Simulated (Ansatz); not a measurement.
## Ta2O5 (Pmmm), symmetry broken, then relaxed

These are results of DFT r2SCAN, scalar-relativistic, plane waves, PAW in Ansatz 0.2.0, not measurements. The runs took a 500 eV cutoff, a Γ-centred 8×8×4 mesh and Gaussian smearing (0.05 eV). Spin–orbit coupling is left out, which can shift energies with elements as heavy as these. No spin polarisation. Energies are free energies at this smearing, counted from the undisturbed cell; pressure is positive in compression.

The starting cell (relaxed at this level; it needn't be the usual structure):

```xyz
7
Lattice="3.6657 0.0000 0.0000 0.0000 3.8573 0.0000 0.0000 0.0000 6.4562" Properties=species:S:1:pos:R:3 pbc="T T T"
Ta    1.8328    0.0000    3.2281
Ta    0.0000    0.0000    0.0000
O     1.8328    1.9287    3.2281
O     0.0000    0.0000    4.3881
O     0.0000    1.9287    0.0000
O     1.8328    0.0000    0.0000
O     0.0000    0.0000    2.0681
```

The atoms are displaced (Å, in the unstrained cell):

```tsv
atom	ux	uy	uz
Ta1	0.028	-0.014	-0.003
Ta2	-0.004	0.017	0.014
O3	0.001	0.017	0.002
O4	-0.018	-0.018	0.008
O5	0.009	-0.029	0.018
O6	-0.017	-0.001	-0.026
O7	0.001	0.029	-0.013
```

The cell is strained by (0.0246, 0.0203, -0.0688, 0.0216, -0.0154, 0.0005) (xx, yy, zz, yz, xz, xy; engineering shear). Cell and atoms are then relaxed.

Does the relaxation return to the undisturbed structure?

No. It ends 326.8 meV/atom below it. The disturbance itself cost 86.3 meV/atom. The final space group reads C2/m (tolerance 0.05 Å) and the volume changes by 5.92 %.

Final structure:

```
Ta O
1.0
     3.79322   -0.00417    0.57385
     0.00214    3.87869    0.01326
     0.91874    0.01768    6.71113
Ta O
2 5
Cartesian
  2.9586 3.7717 4.2562
  4.4480 0.1282 7.2049
  2.9495 1.9159 4.2911
  0.9853 3.8831 4.4734
  4.4572 1.9841 7.1700
  2.6281 0.0210 6.4138
  3.2428 0.0018 2.3683
```

The relaxation, step by step (energy from the first step; small jumps at an unchanged geometry come where the plane waves are selected anew for the new cell):

```csv
step,ΔE (meV/atom),largest force component (eV/Å),pressure (GPa)
1,0.0,1.808,1.46
2,-78.3,1.121,0.96
3,-141.1,1.586,0.62
4,-198.0,2.278,-0.73
5,-299.8,0.890,4.09
6,-347.2,1.588,5.54
7,-389.9,0.640,1.98
8,-396.9,1.285,-0.79
9,-368.1,2.329,-2.38
10,-403.6,0.322,0.33
11,-404.4,0.102,0.19
12,-405.2,0.012,-0.07
13,-405.2,0.001,-0.02
14,-411.4,0.006,0.65
15,-412.7,0.014,0.27
16,-412.6,0.111,-1.33
17,-413.0,0.007,0.10
18,-413.0,0.003,0.00
19,-413.0,0.002,0.00
```

Frames along the relaxation (Å, eV/Å):

```xyz
7
Lattice="3.756 0.001 -0.028 0.001 3.936 0.042 -0.050 0.070 6.012" Properties=species:S:1:pos:R:3:forces:R:3 pbc="T T T" step=1
Ta    1.882    0.021    2.988    0.472   -0.192    0.307
Ta   -0.004    0.018    0.013   -0.258    0.164   -0.463
O     1.854    2.020    3.015   -0.057    0.118   -0.057
O    -0.053    0.029    4.094   -0.342    0.014   -1.450
O     0.010    1.938    0.038   -0.119    0.422   -0.028
O     1.861   -0.001   -0.038    0.499   -0.287   -0.118
O    -0.015    0.052    1.914   -0.195   -0.240    1.808
7
Lattice="3.616 -0.002 0.000 -0.002 3.845 -0.020 0.001 -0.032 6.554" Properties=species:S:1:pos:R:3:forces:R:3 pbc="T T T" step=3
Ta    1.939   -0.045    3.368    1.407    0.099    0.342
Ta   -0.023    0.063    0.023   -0.021    0.599    1.586
O     1.799    1.909    3.321   -0.280   -0.040   -0.057
O    -0.020   -0.001    4.440   -0.174   -0.028    0.672
O    -0.034    1.946    0.048    0.031   -0.554    0.283
O     1.785   -0.082   -0.241   -0.101   -0.141   -1.375
O    -0.021   -0.012    2.130   -0.862    0.066   -1.451
7
Lattice="3.555 -0.003 0.018 -0.004 3.846 -0.033 0.031 -0.054 6.693" Properties=species:S:1:pos:R:3:forces:R:3 pbc="T T T" step=4
Ta    2.015   -0.052    3.522    0.500    0.139   -0.104
Ta   -0.042    0.078    0.053   -0.055    0.301    1.429
O     1.772    1.902    3.427   -0.211   -0.102   -0.021
O     0.014   -0.003    4.532    0.697    0.072    1.232
O    -0.053    1.949    0.108    0.018   -0.691    0.423
O     1.737   -0.125   -0.446    0.009    0.177   -0.682
O    -0.052   -0.016    2.184   -0.957    0.103   -2.278
7
Lattice="3.571 -0.002 0.134 -0.001 3.829 -0.013 0.216 -0.021 6.566" Properties=species:S:1:pos:R:3:forces:R:3 pbc="T T T" step=5
Ta    2.192   -0.037    3.677   -0.018    0.070   -0.333
Ta   -0.069    0.074    0.063   -0.138   -0.143    0.890
O     1.919    1.901    3.485   -0.133   -0.098    0.058
O     0.239    0.007    4.439    0.761    0.039    0.682
O    -0.069    1.926    0.147   -0.023   -0.057   -0.100
O     1.734   -0.079   -0.510    0.306    0.160   -0.594
O    -0.158   -0.010    2.018   -0.754    0.028   -0.602
7
Lattice="3.777 -0.005 0.356 -0.001 3.848 -0.001 0.569 -0.002 6.523" Properties=species:S:1:pos:R:3:forces:R:3 pbc="T T T" step=7
Ta    2.634   -0.030    3.978    0.118   -0.030   -0.219
Ta   -0.141    0.052    0.004    0.039   -0.053   -0.495
O     2.408    1.907    3.817    0.107    0.032    0.149
O     0.637   -0.007    4.359   -0.172   -0.029   -0.016
O    -0.137    1.930   -0.011    0.077    0.102   -0.204
O     1.804   -0.008   -0.409    0.132    0.007    0.144
O    -0.403   -0.006    1.842   -0.302   -0.029    0.640
7
Lattice="3.815 -0.004 0.578 0.003 3.850 0.009 0.925 0.010 6.747" Properties=species:S:1:pos:R:3:forces:R:3 pbc="T T T" step=9
Ta    3.022   -0.026    4.354   -0.386   -0.035   -2.329
Ta   -0.251    0.027   -0.106   -0.390    0.012    1.651
O     2.937    1.915    4.448    0.060    0.071   -0.420
O     0.992   -0.009    4.450    0.499    0.061    0.283
O    -0.202    1.938   -0.219    0.062   -0.014    0.064
O     1.745    0.017   -0.306   -0.211   -0.111   -0.171
O    -0.666    0.001    1.749    0.366    0.016    0.920
7
Lattice="3.784 -0.002 0.485 0.004 3.851 0.005 0.776 0.005 6.687" Properties=species:S:1:pos:R:3:forces:R:3 pbc="T T T" step=10
Ta    2.835   -0.021    4.168    0.034   -0.014   -0.322
Ta   -0.221    0.029   -0.056   -0.099   -0.007    0.220
O     2.755    1.921    4.165   -0.021   -0.005    0.079
O     0.849    0.003    4.440    0.003    0.000    0.117
O    -0.161    1.930   -0.064    0.050    0.016   -0.089
O     1.759   -0.004   -0.358   -0.008    0.008    0.154
O    -0.583    0.000    1.811    0.041    0.002   -0.159
7
Lattice="3.799 -0.010 0.482 -0.005 3.869 0.026 0.771 0.038 6.642" Properties=species:S:1:pos:R:3:forces:R:3 pbc="T T T" step=11
Ta    2.825   -0.104    4.125    0.037    0.102    0.094
Ta   -0.231    0.115   -0.077    0.099   -0.046    0.077
O     2.774    1.919    4.199    0.009   -0.092   -0.064
O     0.849    0.020    4.404   -0.038   -0.010   -0.053
O    -0.127    1.968   -0.061   -0.024    0.032   -0.010
O     1.773    0.001   -0.342   -0.098    0.009    0.029
O    -0.627    0.012    1.786    0.014    0.007   -0.073
7
Lattice="3.798 -0.005 0.495 0.001 3.876 0.013 0.792 0.018 6.644" Properties=species:S:1:pos:R:3:forces:R:3 pbc="T T T" step=13
Ta    2.848   -0.105    4.147    0.001    0.000   -0.001
Ta   -0.226    0.113   -0.068   -0.001    0.001    0.001
O     2.789    1.914    4.180    0.000    0.001    0.000
O     0.865    0.003    4.407    0.000    0.000   -0.001
O    -0.166    1.970   -0.088    0.000   -0.001    0.000
O     1.758    0.004   -0.328    0.000    0.000    0.001
O    -0.588    0.006    1.792    0.000    0.000    0.000
7
Lattice="3.797 -0.005 0.540 0.001 3.876 0.013 0.864 0.017 6.682" Properties=species:S:1:pos:R:3:forces:R:3 pbc="T T T" step=15
Ta    2.911   -0.103    4.202    0.004   -0.004   -0.001
Ta   -0.247    0.110   -0.075   -0.006    0.005    0.002
O     2.879    1.914    4.247    0.005    0.003   -0.005
O     0.932    0.004    4.435    0.000    0.000    0.013
O    -0.214    1.968   -0.108   -0.005   -0.005    0.005
O     1.731    0.003   -0.308    0.001    0.000   -0.014
O    -0.567    0.006    1.794    0.000    0.000   -0.001
7
Lattice="3.799 -0.001 0.576 0.005 3.886 0.013 0.922 0.017 6.730" Properties=species:S:1:pos:R:3:forces:R:3 pbc="T T T" step=16
Ta    2.963   -0.107    4.257    0.017   -0.016   -0.111
Ta   -0.266    0.116   -0.082   -0.017    0.013    0.111
O     2.956    1.922    4.296    0.011    0.021    0.024
O     0.986    0.003    4.478   -0.012   -0.001   -0.028
O    -0.253    1.973   -0.109   -0.013   -0.017   -0.021
O     1.712    0.005   -0.303    0.014    0.001    0.029
O    -0.551    0.005    1.800    0.000   -0.001   -0.003
7
Lattice="3.795 -0.004 0.562 0.002 3.878 0.013 0.899 0.017 6.700" Properties=species:S:1:pos:R:3:forces:R:3 pbc="T T T" step=17
Ta    2.940   -0.106    4.228    0.002   -0.001   -0.005
Ta   -0.258    0.114   -0.079   -0.004    0.001    0.007
O     2.923    1.915    4.276    0.004   -0.001   -0.002
O     0.965    0.004    4.451    0.001    0.001    0.005
O    -0.240    1.970   -0.113   -0.004    0.000    0.003
O     1.717    0.003   -0.301   -0.001    0.000   -0.003
O    -0.556    0.006    1.794    0.001    0.000   -0.005
7
Lattice="3.793 -0.004 0.574 0.002 3.879 0.013 0.919 0.018 6.711" Properties=species:S:1:pos:R:3:forces:R:3 pbc="T T T" step=19
Ta    2.956   -0.107    4.243    0.000    0.000    0.002
Ta   -0.264    0.115   -0.080    0.000    0.000   -0.002
O     2.949    1.916    4.291    0.002    0.000   -0.001
O     0.983    0.004    4.460    0.001    0.000    0.000
O    -0.255    1.971   -0.115   -0.002    0.000    0.001
O     1.709    0.003   -0.297   -0.001    0.000    0.000
O    -0.550    0.006    1.794    0.000    0.000    0.000
```

Cost: 3 runs of about 34 core-minutes in all, on Intel Xeon Processor @ 2.70GHz (shared hosts).